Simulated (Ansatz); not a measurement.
Starting cell, KF (rock salt):

```yaml
crystal:
  lattice:
    - [0.00000, 5.42078, 5.42078]
    - [2.71039, 2.71039, 5.42078]
    - [2.71039, 2.71039, 0.00000]
  atoms:
    - { symbol: F, position: [0.00000, 0.00000, 0.00000] }
    - { symbol: F, position: [0.50000, 0.00000, 0.00000] }
    - { symbol: K, position: [0.00000, 0.50000, 0.50000] }
    - { symbol: K, position: [0.50000, 0.50000, 0.50000] }
```

The atoms are displaced by Q × the pattern below (from a DFPT mode at X = (0.5, 0.5, 0.0), largest move 1; Q in Å), at fixed cell. (q is in reciprocal vectors of the primitive cell; the cell shown is doubled to hold the pattern.)

| atom | x | y | z |
|---|---|---|---|
| F1 | 0.000 | 0.000 | -0.061 |
| F2 | 0.000 | 0.000 | 0.061 |
| K3 | 0.000 | 0.000 | -1.000 |
| K4 | 0.000 | 0.000 | 1.000 |

Level of theory: PBE (plane waves to 420 eV, PAW, scalar-relativistic; Ansatz, a first-principles code). k mesh 11×11×11 (Γ-centred), Fermi-Dirac smearing 0.05 eV. KF was relaxed with its symmetry unable to fall.

At one point of the scan the forces (eV/Å) are:

```
atom     Fx     Fy      Fz
----  -----  -----  ------
F1    0.000  0.000   0.088
F2    0.000  0.000  -0.088
K3    0.000  0.000  -1.182
K4    0.000  0.000   1.182
```

Q: Which point is it?
A. Q = -0.140 Å
B. Q = -0.280 Å
C. Q = -0.093 Å
D. Q = -0.187 Å

A: B, Q = -0.280 Å

(A displaced cell: forces are minus the slopes of the energy, force constants its curvatures, and phonons follow from these.)
